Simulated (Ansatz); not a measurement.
A relaxed structure of ZnO is spoiled in several ways and relaxed again each time (noise and exchanges are one random draw each; pressure is positive under compression). Computed with PBE (plane waves to 420 eV, PAW, scalar-relativistic; Ansatz, a quantum-chemistry and plane-wave program).

```cif
data_O2Zn2
_chemical_formula_sum 'Zn2 O2'
_space_group_name_H-M_alt 'P63mc'
_space_group_IT_number 186
_space_group_name_Hall 'P 6c -2c'
_cell_length_a 3.27991
_cell_length_b 3.27991
_cell_length_c 5.29408
_cell_angle_alpha 90.000
_cell_angle_beta 90.000
_cell_angle_gamma 120.000
loop_
_atom_site_label
_atom_site_type_symbol
_atom_site_symmetry_multiplicity
_atom_site_Wyckoff_symbol
_atom_site_fract_x
_atom_site_fract_y
_atom_site_fract_z
_atom_site_occupancy
Zn1 Zn 2 b 0.66667 0.33333 0.00214 1
O1 O 2 b 0.33333 0.66667 0.12306 1
```

```json
[
 {"change": "with every coordinate shifted by Gaussian noise of σ = 0.2 Å", "first pressure (GPa)": "12.2", "first V (Å³/atom)": "12.33", "released (eV/atom)": "0.33", "moves": "6", "outcome": "returns to the parent", "final group": "P6₃mc", "E − E(parent) (eV/atom)": "0.000"},
 {"change": "with every coordinate shifted by Gaussian noise of σ = 0.1 Å", "first pressure (GPa)": "1.9", "first V (Å³/atom)": "12.33", "released (eV/atom)": "0.05", "moves": "5", "outcome": "returns to the parent", "final group": "P6₃mc", "E − E(parent) (eV/atom)": "0.000"},
 {"change": "deformed by the Cartesian strain tensor (xx, yy, zz, yz, xz, xy) = (0.056, 0.025, -0.065, -0.001, -0.015, -0.029)", "first pressure (GPa)": "___", "first V (Å³/atom)": "12.47", "released (eV/atom)": "___", "moves": "8", "outcome": "___", "final group": "___", "E − E(parent) (eV/atom)": "___"},
 {"change": "doubled along one cell vector, shaken by Gaussian noise of σ = 0.08 Å a coordinate", "first pressure (GPa)": "3.7", "first V (Å³/atom)": "12.33", "released (eV/atom)": "0.12", "moves": "5", "outcome": "returns to the parent", "final group": "P6₃mc", "E − E(parent) (eV/atom)": "0.000"}
]
```

Q: What belongs in the gaps?

A: 
- deformed by the Cartesian strain tensor (xx, yy, zz, yz, xz, xy) = (0.056, 0.025, -0.065, -0.001, -0.015, -0.029), first pressure (GPa): 1.0
- deformed by the Cartesian strain tensor (xx, yy, zz, yz, xz, xy) = (0.056, 0.025, -0.065, -0.001, -0.015, -0.029), released (eV/atom): 0.07
- deformed by the Cartesian strain tensor (xx, yy, zz, yz, xz, xy) = (0.056, 0.025, -0.065, -0.001, -0.015, -0.029), outcome: returns to the parent
- deformed by the Cartesian strain tensor (xx, yy, zz, yz, xz, xy) = (0.056, 0.025, -0.065, -0.001, -0.015, -0.029), final group: P6₃mc
- deformed by the Cartesian strain tensor (xx, yy, zz, yz, xz, xy) = (0.056, 0.025, -0.065, -0.001, -0.015, -0.029), E − E(parent) (eV/atom): 0.000

First-step values come from each run's starting, coarser k-mesh (8×8×5, 4×8×5). Each cell has its own k-point mesh; energy differences are given only to the digits this allows. No spin polarisation in the result.
